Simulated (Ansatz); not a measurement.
## Computed properties of SiO$_{2}$

SiO₂:
```cif
data_O8Si4
_chemical_formula_sum 'Si4 O8'
_space_group_name_H-M_alt 'P 1'
_space_group_IT_number 1
_cell_length_a 5.01227
_cell_length_b 5.01227
_cell_length_c 8.53966
_cell_angle_alpha 90.000
_cell_angle_beta 90.000
_cell_angle_gamma 120.000
loop_
_space_group_symop_operation_xyz
  'x, y, z'
loop_
_atom_site_label
_atom_site_type_symbol
_atom_site_fract_x
_atom_site_fract_y
_atom_site_fract_z
_atom_site_occupancy
Si1 Si 0.66667 0.33333 0.93704 1
Si2 Si 0.33333 0.66667 0.43704 1
Si3 Si 0.66667 0.33333 0.56296 1
Si4 Si 0.33333 0.66667 0.06296 1
O1 O 0.00000 0.41150 0.00000 1
O2 O 0.58850 0.00000 0.50000 1
O3 O 0.58850 0.58850 0.00000 1
O4 O 0.00000 0.58850 0.50000 1
O5 O 0.41150 0.00000 0.00000 1
O6 O 0.41150 0.41150 0.50000 1
O7 O 0.66667 0.33333 0.75000 1
O8 O 0.33333 0.66667 0.25000 1
```

Space group P6_322 (No. 182); conventional cell a = 5.0123 Å, b = 5.0123 Å, c = 8.5397 Å, α = 90.00°, β = 90.00°, γ = 120.00°.

Method: DFT-LDA in the program Ansatz with PAW potentials. Structure relaxed to zero pressure with the same functional. Other levels are named where they apply.

### Cell and energy

- Volume per atom = 15.48 Å³
- Density = 2.15 g/cm³
- Formation energy from the elements (no fitted shifts) = -2.91 eV/atom

### Electronic structure

- Band gap = 5.41 eV (indirect)
- Valence-band maximum = on the Γ–A line, 38 % of the way from Γ
- Conduction-band minimum = at Γ
- Smallest direct gap on the standard path = 5.46 eV
- Electron effective mass = 0.57 mₑ (isotropic)

### Mechanics

Bulk modulus (Birch–Murnaghan fit): 29.3 GPa
Pressure derivative B′: 4.2

### Dielectric response

- Electronic dielectric constant ε∞ (DFPT) = 2.18 (xx = yy), 2.19 (zz)
- Born charges (a third of the trace) = Si +3.38, O -1.74 to -1.67 e

### Phonons

- Highest zone-centre frequency (without LO–TO term) = 1267 cm^-1
- Zone-centre stability = unstable, softest mode 20i cm⁻¹
- Dynamical stability on the path = unstable, down to 58i cm⁻¹

The first step of the workflow began from a Materials Project structure, measured or hypothetical; the Crystallography Open Database copy checked does not list it. It is not the phase usual at ambient conditions (space group No. 92, 152, 154). The LDA relaxation kept the symmetry of its start. The references are the lowest solids computed at this level, not always the standard phases (solids in place of the gases).

Potentials: the later of the program's two PAW sets.
